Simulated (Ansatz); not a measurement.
Input and command of a plane-wave DFT calculation in Ansatz:

```yaml
crystal:
  lattice:
    - [0.0, 4.2740705901, 4.2740705901]
    - [4.2740705901, 0.0, 4.2740705901]
    - [4.2740705901, 4.2740705901, 0.0]
  atoms:
    - { symbol: Na, position: [0.25, 0.25, 0.25] }
    - { symbol: Na, position: [0.75, 0.75, 0.75] }
    - { symbol: Co, position: [0.0, 0.0, 0.0] }
    - { symbol: Hg, position: [0.5, 0.5, 0.5] }
    - { symbol: F, position: [0.20071568, 0.20071568, 0.79928432] }
    - { symbol: F, position: [0.20071568, 0.79928432, 0.79928432] }
    - { symbol: F, position: [0.79928432, 0.79928432, 0.20071568] }
    - { symbol: F, position: [0.20071568, 0.79928432, 0.20071568] }
    - { symbol: F, position: [0.79928432, 0.20071568, 0.79928432] }
    - { symbol: F, position: [0.79928432, 0.20071568, 0.20071568] }
basis:
  ecutwfc: 420
kpoints:
  mp_grid: { grid: [8, 8, 8] }
hamiltonian:
  xc: pbesol
scf:
  occupations: { method: gaussian, width: 0.1 }
output:
  forces: true
  stress: true
  eigenvalues: true
  populations: true
```

```bash
ansatz run input.yaml --threads 2 --pin off --max-ram 3584MiB --backend cpu --events-out ev --progress --plain --runs-dir out
```

Processor: AMD EPYC (Zen 3), 2 threads, on a host shared with other jobs.

**Question.** Estimate time, memory and problem size.

**Answer.** About 21 s on 2 threads of AMD EPYC (Zen 3), with other jobs on the host, peak memory 0.62 GiB. It solves 59 bands at 29 k points (the mesh reduced by the symmetry that the task leaves, which can be less than the crystal's) with about 3119 plane waves, in 12 SCF iterations.
